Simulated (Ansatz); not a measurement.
## Zincblende alloy of ZnS and MgS (22 of 32 Zn sites exchanged), 64 atoms

Ansatz, PAW, plane waves. PBEsol relaxation of volume and atoms (shape held) at the single k point (¼, ¼, ¼) without its symmetry partners; single points on the relaxed atoms at the Γ point alone, onto which points of the small cell's zone fold. Arrangement: quasirandom. No spin–orbit coupling unless named.

Relaxed structure:

```xyz
64
Lattice="11.1177 0.0000 0.0000 0.0000 11.1177 0.0000 0.0000 0.0000 11.1177" Properties=species:S:1:pos:R:3 pbc="T T T"
Zn    0.0618    0.0279    0.0028
Zn    0.0572   11.1057    5.5533
Zn    5.5454    5.4913    0.0146
Zn    2.8128    2.7377   11.1058
Zn    2.7583    8.4040    5.5677
Zn    2.7736    0.0265    2.7728
Zn    2.7547    0.0237    8.3303
Zn    8.2841    5.5275    2.7518
Zn    5.5377    2.7900    2.7312
Zn    5.5066    2.7762    8.3588
Mg   11.1122    5.5397    0.0201
Mg   11.1118    5.5739    5.5332
Mg    5.4899    0.0539   11.1158
Mg    5.4961    0.0231    5.5514
Mg    5.5428    5.5467    5.5360
Mg    2.7901    2.7272    5.5440
Mg    2.7712    8.3772    0.0049
Mg    8.2869    2.7913    0.0202
Mg    8.3176    2.7744    5.5424
Mg    8.3398    8.3192    0.0140
Mg    8.3448    8.3403    5.5281
Mg    2.8143    5.5400    2.7597
Mg    2.8099    5.5363    8.3621
Mg    8.3640    0.0160    2.7766
Mg    8.3479    0.0190    8.3454
Mg    8.2975    5.5380    8.3517
Mg    0.0234    2.7407    2.7571
Mg    0.0337    2.7209    8.3662
Mg    0.0212    8.3756    2.7940
Mg    0.0375    8.4013    8.3097
Mg    5.5298    8.3203    2.7783
Mg    5.5151    8.3386    8.3513
S     1.4648    1.3493    1.3346
S     1.3970    1.2948    6.9353
S     1.3968    6.9548    1.3952
S     1.4511    6.9946    6.9059
S     6.8917    1.4206    1.4396
S     6.8726    1.4430    7.0059
S     6.9129    6.8361    1.3772
S     6.9345    6.9605    6.9390
S     4.1972    4.0937    1.3265
S     4.2027    4.1057    6.9702
S     4.1153    9.7838    1.4444
S     4.0584    9.7483    6.9715
S     9.6723    4.1900    1.4431
S     9.7418    4.1515    6.9688
S     9.7997    9.7907    1.3294
S     9.7710    9.7900    6.8732
S     4.1682    1.4098    4.0378
S     4.0953    1.4281    9.6489
S     4.0925    7.0098    4.2347
S     4.2118    6.8983    9.8195
S     9.8018    1.3373    4.2302
S     9.7639    1.3561    9.8191
S     9.6579    6.8974    4.0768
S     9.7529    6.9539    9.6976
S     1.4053    4.1540    4.1623
S     1.4416    4.1051    9.7962
S     1.4525    9.8012    4.2002
S     1.4081    9.8424    9.7251
S     6.9135    4.1504    4.0587
S     6.8281    4.1419    9.7217
S     6.9316    9.7445    4.1607
S     6.9237    9.7440    9.7498
```

What are the mean bond lengths by pair (pairs within 1.2 times the sum of covalent radii, less contacts 15 % beyond the pair's median; cation–cation pairs of compounds aside; long ionic contacts are cut short by that bound)?

Mg–S 2.439 ± 0.012 Å (standard deviation, 88 bonds); S–Zn 2.340 ± 0.009 Å (standard deviation, 40 bonds).

What gap lies between the top filled and the lowest empty level in the single points?

HSE06 4.11 eV (5.5 min on 7 threads of Neoverse-V2).
